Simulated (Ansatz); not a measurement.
W:
```yaml
crystal:
  lattice:
    - [2.75559, 0.00000, 0.00000]
    - [-1.37779, 2.38641, 0.00000]
    - [0.00000, 0.00000, 4.96012]
  atoms:
    - { symbol: W, position: [0.33333, 0.66667, 0.75000] }
    - { symbol: W, position: [0.66667, 0.33333, 0.25000] }
```

Relaxed with r²SCAN. Special points in fractions of this cell's reciprocal vectors: Γ (0.000, 0.000, 0.000); M (0.500, 0.000, 0.000); K (0.333, 0.333, 0.000); A (0.000, 0.000, 0.500); L (0.500, 0.000, 0.500); H (0.333, 0.333, 0.500).

List the band energies nearest the Fermi level at these points for DFT-r²SCAN with spin–orbit coupling in the program Ansatz with PAW potentials.

In eV from the Fermi level; about four levels below and three above (degenerate sets whole), none deeper than 8.9 eV; points with the same levels are listed once.

| k | below | above |
|---|---|---|
| Γ | -0.24 -0.24 -0.13 -0.13 | 0.47 0.47 2.17 2.17 |
| M | -1.11 -1.11 -0.67 -0.67 | 0.14 0.14 4.91 4.91 |
| K | -1.74 -1.74 -1.56 -1.56 | 0.26 0.26 3.10 3.10 |
| A | -0.09 -0.09 -0.09 -0.09 | 3.68 3.68 3.68 3.68 |
| L | -3.73 -3.73 -3.73 -3.73 | 1.04 1.04 1.04 1.04 |
| H | -1.73 -1.73 -1.47 -1.47 | 0.49 0.49 0.81 0.81 |

Space group P6_3/mmc (hcp (Mg type)). The start of the workflow was typed in or built on a structure type; the Crystallography Open Database copy checked does not list it. It is not the phase usual at ambient conditions (space group No. 229). The r²SCAN relaxation kept the symmetry of its start; whether a distortion lowers the energy is not shown. No spin polarisation was allowed.

Potentials: the earlier of the program's two PAW sets.
